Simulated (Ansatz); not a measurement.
**HPbNO4 and the effect of the functional**

```cif
data_structure
_symmetry_space_group_name_H-M 'P 1'
_symmetry_Int_Tables_number 1
_cell_length_a 4.1204
_cell_length_b 6.4274
_cell_length_c 8.3874
_cell_angle_alpha 67.042
_cell_angle_beta 89.958
_cell_angle_gamma 89.977
_cell_volume 204.53
loop_
_atom_site_label
_atom_site_type_symbol
_atom_site_fract_x
_atom_site_fract_y
_atom_site_fract_z
_atom_site_occupancy
H1 H 0.90366 0.21821 0.48851 1
H2 H 0.40337 0.78177 0.51142 1
Pb1 Pb 0.39455 0.30863 0.70725 1
Pb2 Pb 0.89489 0.69135 0.29266 1
N1 N 0.63409 0.19990 0.20730 1
N2 N 0.13386 0.80012 0.79275 1
O1 O 0.90829 0.32866 0.54369 1
O2 O 0.53792 0.39076 0.19497 1
O3 O 0.53483 0.11279 0.10602 1
O4 O 0.83718 0.08887 0.32672 1
O5 O 0.40817 0.67132 0.45624 1
O6 O 0.03774 0.60924 0.80520 1
O7 O 0.03429 0.88737 0.89397 1
O8 O 0.33716 0.91101 0.67330 1
```

The cell comes from a database or a generator and needn't be the stable form of this composition.

Kept alike: task band structure; k mesh 7 × 5 × 4; occupations fermi-dirac, width 0.05 eV; no spin polarisation. Program: Ansatz, Ansatz PAW. Cutoffs run from 420 to 500 eV. The mesh is that of the run's cell of 14 atoms. No spin-orbit coupling.

| functional | band gap (eV) | pressure (GPa) |
| --- | --- | --- |
| LDA | 3.210 | -6.02 |
| PBE | 3.297 | 0.00 |
| PBEsol | 3.290 | -2.82 |
| r2SCAN | 3.683 | -3.33 |

Pressure is positive in compression, with a Pulay correction for the finite cutoff. Spin-orbit coupling, left out here, moves the band edges of heavy atoms and can close or invert small gaps. Gaps are the smaller of the mesh's and the band path's. All rows use potentials made for PBE.

Q: What does the functional change here?

A: The band gap runs from 3.210 (LDA) to 3.683 eV (r2SCAN). From PBE: LDA -0.087; PBEsol -0.007; r2SCAN +0.386. The pressure runs from -6.02 (LDA) to 0.00 GPa (PBE). From PBE: LDA -6.02; PBEsol -2.82; r2SCAN -3.33.
